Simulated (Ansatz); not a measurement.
# Computed properties of MgB$_{2}$

```
Mg B
1.0
     3.08500    0.00000    0.00000
    -1.54250    2.67169    0.00000
     0.00000    0.00000    3.52300
Mg B
1 2
Direct
  0.00000 0.00000 0.00000
  0.33333 0.66667 0.50000
  0.66667 0.33333 0.50000
```

Atoms are numbered in the order listed.

The geometry is COD entry 1000026, unchecked; take it as a test cell.

All numbers are computed: DFT, LDA, all-electron LAPW, scalar-relativistic (Ansatz 0.2.0); DFT, LDA, PAW with Ansatz's default frozen-core files, scalar-relativistic (Ansatz 0.2.0).

For LAPW: a Γ-centred 12×12×9 k mesh, Fermi–Dirac smearing of 0.05 eV, basis error target 0.5 meV/atom, no spin polarisation. PAW takes a cutoff of 420 eV at this cell (files made with PBE, cores remade for this functional). The Ansatz runs share mesh, smearing and spin set-up. Values come from LAPW unless marked.

```yaml
Pressure_at_this_cell: -7.60 GPa
Band_gap: "none: bands cross the Fermi level, a metal"
Stress_xx_yy_zz_compression_positive: -8.04, -8.04, -6.72 GPa
Density_of_states_at_the_Fermi_level_0.2_eV_bin: 0.71 states/eV per cell
Löwdin_charges_with_0.08_e_of_the_cell_spilling_out_of_the_atomic_basis_so_their_sizes_and_signs_hang_on_that_basis: Mg1 1.64, B2 -0.78 e
Bader_charges_from_the_PAW_run: Mg1 +1.60, B2 -0.80 e
Volume_per_atom: 9.68 Å³
```
